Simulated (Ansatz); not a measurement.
With DFT-r²SCAN in the program Ansatz with PAW potentials, InP in the tetragonal phase (P4_2/mnm; In on 4g, P on 4f) relaxes to a = 7.203 Å, c = 4.187 Å. Against the elements it lies at -0.31 eV/atom, with no fitted shifts.

It is gapped at this level: 1.16 eV (smallest direct gap 1.16 eV). The valence maximum lies on the M–Γ line, 93 % of the way from M and the conduction minimum at Γ. The screened hybrid HSE06 puts the gap at 1.49 eV. Gap from r²SCAN with spin–orbit coupling: 1.14 eV. The electron mass is 0.081, 0.090, 0.090 mₑ (principal values). The hole mass is 0.22, 1.0, 2.0 mₑ (principal values).

An equation-of-state fit gives a bulk modulus of 620 kbar. The relaxed-ion elastic constants in GPa are C11 = 80.6, C12 = 54.3, C13 = 44.1, C33 = 124, C44 = 25.8, C66 = 26.6. The elastic constants imply a Debye temperature near 257 K. Bader charges are In +0.98, P -0.98 e.

The start of the workflow was typed in or built on a structure type; neither database checked (COD, Materials Project) lists it. It is not the phase usual at ambient conditions (space group No. 216). Symmetry was held in the r²SCAN relaxation; whether a distortion lowers the energy is not shown. The volume moved by 22 % from the start of the relaxation. The references are the lowest solids computed at this level, not always the standard phases. Scalar-relativistic: spin–orbit coupling is off unless named, which matters more the heavier the elements.

Potentials: the earlier of the program's two PAW sets.
